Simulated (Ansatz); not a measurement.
**Ti (fcc): energy against volume**

Theory: DFT, LDA (PW92), plane waves (420 eV) with PAW, scalar-relativistic in Ansatz. (PAW data from PBE, frozen cores regenerated.)

The cell is scaled uniformly from the relaxed one, with fractional coordinates and shape fixed. Energies are extrapolated to zero smearing, pressures are those at the given smearing. Magnetic state: spin not included.

A Birch-Murnaghan fit gives V₀ = 16.02 Å³/atom, B₀ = 122 GPa, B₀′ = 3.3.

Q: What are the energy above the minimum and the pressure at 14.131 Å³/atom?

A: 101.1 meV/atom and 19.09 GPa as computed.

Q: What are the energy above the minimum and the pressure at 15.416 Å³/atom?

A: 9.1 meV/atom and 5.30 GPa as computed.

Q: What are the energy above the minimum and the pressure at 17.986 Å³/atom?

A: 77.6 meV/atom and -11.30 GPa as computed.
